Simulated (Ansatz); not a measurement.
The calculation used DFT PBE, scalar-relativistic, plane waves, PAW in Ansatz. All cells share a 420 eV cutoff and Γ-centred k meshes spaced at most about 0.3 Å⁻¹ (about 0.25 or finer for metals, 2π included). No spin polarisation in the final relaxations.

Temperature and zero-point effects are left out.

Two forms of ZrTi5C6 were relaxed alike.

1. Space group P4/mmm (No. 123), tetragonal, a = 3.124 Å, c = 13.180 Å. Around Zr lie 6 C at 2.21–2.31 Å, 4 Zr at 3.12 Å and 8 Ti at 3.19 Å; Ti on a site of symmetry 4mm has 6 C at 2.13–2.21 Å; around Ti on a second site of symmetry 4mm lie 6 C at 2.13–2.30 Å, 8 Ti at 3.08–3.12 Å and 4 Zr at 3.19 Å; Ti on a site of symmetry 4/mmm is surrounded by 6 C at 2.15–2.21 Å; C on a site of symmetry 4mm has 5 Ti at 2.13–2.21 Å and 1 Zr at 2.31 Å; 3 more sites not described.

2. Space group Pmmm (No. 47), orthorhombic, a = 3.113 Å, b = 4.411 Å, c = 9.340 Å. Around Zr lie 6 C at 2.21–2.28 Å, 2 Zr at 3.11 Å and 10 Ti at 3.14–3.16 Å; Ti on a site of symmetry mm2 has 6 C at 2.16–2.21 Å, 11 Ti at 3.03–3.11 Å and 1 Zr at 3.16 Å; Ti on a second site of symmetry mm2 is surrounded by 6 C at 2.18–2.24 Å, 8 Ti at 3.06–3.23 Å and 4 Zr at 3.14 Å; around Ti on a site of symmetry mmm lie 6 C at 2.18–2.21 Å; around C on a site of symmetry mm2 lie 6 Ti at 2.18–2.21 Å; 3 more sites not described.

Problem. Which placement of the atoms is lower in energy, and by how much?

Solution. Cell 2 is lower, by 6 meV/atom. The two share one framework of sites and differ in which element sits where. Cell 1 has Zr and Ti ordered on rock salt sites, space group P4/mmm (No. 123), 10.7 Å³/atom and no gap on its mesh; cell 2 has Zr and Ti ordered on rock salt sites, space group Pmmm (No. 47), 10.7 Å³/atom and no gap. Counting C atoms around Ti and Zr (those within 1.25 times the shortest such distance or 1.15 times the sum of covalent radii, 1.27 where that leaves under three), cell 1 and cell 2 both have Zr 6, Ti 6. Both come from invented guesses.

For metals, differences of a few meV/atom aren't resolved.
